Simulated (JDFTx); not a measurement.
Input for JDFTx (a modified build): 1-butanol, C4H10O (SMILES CCCCO), charge 0, multiplicity 1, CANDLE, water, 1 M NaF; lengths in bohr, energies in hartree. The run starts from orbitals saved by an earlier run of the same system.

```
lattice \
  26.9285972759 0.0000000000 0.0000000000 \
  0.0000000000 18.8972612463 0.0000000000 \
  0.0000000000 0.0000000000 17.9523981839
coords-type Cartesian
ion C -4.6623655809 0.4096348359 0.0090886233 0
ion C -2.1063174339 -0.9295276746 0.0133983778 0
ion C 0.1086645206 0.9262506163 0.0094788229 0
ion C 2.6571966979 -0.3899719877 0.0047383460 0
ion O 4.6027809733 1.4996231083 0.0122346015 0
ion H -4.8664971330 1.6356020190 1.6830120592 0
ion H -6.2481802622 -0.9409017974 0.0147959005 0
ion H -4.8673919862 1.6225970147 -1.6741630576 0
ion H -1.9651158617 -2.1888004712 -1.6501247999 0
ion H -1.9658124220 -2.1799155407 1.6836490877 0
ion H -0.0089156502 2.1743145023 -1.6621491905 0
ion H -0.0023201638 2.1733123085 1.6822910231 0
ion H 2.8152334235 -1.6164432505 -1.6898324006 0
ion H 2.8149555841 -1.6289287371 1.6900741671 0
ion H 6.2409783995 0.6383996355 0.0192818117 0
ion-species pseudo/c_pbe_v1.2.upf
ion-species pseudo/o_pbe_v1.2.upf
ion-species pseudo/h_pbe_v1.4.upf
elec-cutoff 20 100
elec-ex-corr gga-PBE
symmetries none
elec-n-bands 16
electronic-minimize nIterations 150 energyDiffThreshold 1e-7
fluid LinearPCM
pcm-variant CANDLE
fluid-solvent H2O
fluid-cation Na+ 1
fluid-anion F- 1
fluid-minimize nIterations 400 knormThreshold 1e-11
wavefunction read s0.wfns
dump-name s1.$VAR
dump End State Ecomponents EigStats BandEigs Forces ElecDensity IonicPositions FluidDebug
```

The log closes as follows.

```
[...]
ElecMinimize: Iter:   8  Etot: -44.846564370023799  |grad|_K:  2.275e-07  alpha:  1.106e+00  linmin: -2.466e-06
ElecMinimize: Iter:   9  Etot: -44.846564402282468  |grad|_K:  1.200e-07  alpha:  9.991e-01  linmin: -5.477e-05
ElecMinimize: Iter:  10  Etot: -44.846564410849446  |grad|_K:  6.036e-08  alpha:  9.532e-01  linmin: -1.161e-04
ElecMinimize: Converged (|Delta Etot|<1.000000e-07 for 2 iters).

# Ionic positions in cartesian coordinates:
ion C  -4.662365580900000   0.409634835900000   0.009088623300000 0
ion C  -2.106317433900000  -0.929527674600000   0.013398377800000 0
ion C   0.108664520600000   0.926250616300000   0.009478822900000 0
ion C   2.657196697900000  -0.389971987700000   0.004738346000000 0
ion O   4.602780973299999   1.499623108300000   0.012234601500000 0
ion H  -4.866497132999999   1.635602019000000   1.683012059200000 0
ion H  -6.248180262199999  -0.940901797400000   0.014795900500000 0
ion H  -4.867391986200000   1.622597014700000  -1.674163057600000 0
ion H  -1.965115861700000  -2.188800471200000  -1.650124799900000 0
ion H  -1.965812422000000  -2.179915540700000   1.683649087700000 0
ion H  -0.008915650200000   2.174314502300000  -1.662149190500000 0
ion H  -0.002320163800000   2.173312308500000   1.682291023100000 0
ion H   2.815233423500000  -1.616443250500000  -1.689832400600000 0
ion H   2.814955584100000  -1.628928737100000   1.690074167100000 0
ion H   6.240978399499999   0.638399635500000   0.019281811700000 0

# Forces in Cartesian coordinates:
force C  -0.000875112201851   0.000485499660055  -0.000004798036456 0
force C  -0.000091395863742  -0.000842618433844   0.000003700383905 0
force C   0.000376405023923   0.000100201641342  -0.000007147507518 0
force C  -0.003650632973531  -0.002982728383958   0.000001899459350 0
force O  -0.000043046959667   0.002438978641330   0.000004793490013 0
force H  -0.000111505066812  -0.000475435517219  -0.000163339141692 0
force H   0.000769598522382   0.000243657373666  -0.000005303441212 0
force H  -0.000116298068881  -0.000467977096454   0.000174549620648 0
force H  -0.000072101377640   0.001003828692183   0.000393627134522 0
force H  -0.000072528764236   0.000992673995482  -0.000410566094964 0
force H  -0.000534324712533  -0.000522164279387  -0.000206471710742 0
force H  -0.000552847465153  -0.000527726367604   0.000208077016958 0
force H   0.000977043963229   0.001232709160374   0.001022210842151 0
force H   0.000967687581267   0.001237834378932  -0.000983953138967 0
force H   0.002814616221072  -0.001709037828117  -0.000014875313600 0

# Energy components:
   A_diel =       -0.0085189098194482
   Eewald =       42.5531115820586052
       EH =       77.9950727818230689
     Eloc =     -181.6525794894863566
      Enl =        5.1265387137867133
      Exc =      -14.5017929122145084
 Exc_core =        0.1997504798733883
       KE =       25.4418533431290896
-------------------------------------
     Etot =      -44.8465644108494459


	eMin: -0.928344 at state 0 ( [ +0.000000 +0.000000 +0.000000 ] spin 0 )
	HOMO: -0.228965 at state 0 ( [ +0.000000 +0.000000 +0.000000 ] spin 0 )
```

The run took 11 electronic cycles (a count that differs between repeats, as do the digits past 10⁻⁶ Ha); the highest occupied level lies at -6.23 eV from the bulk liquid; the total lies -0.16 eV from the vacuum run at this geometry.
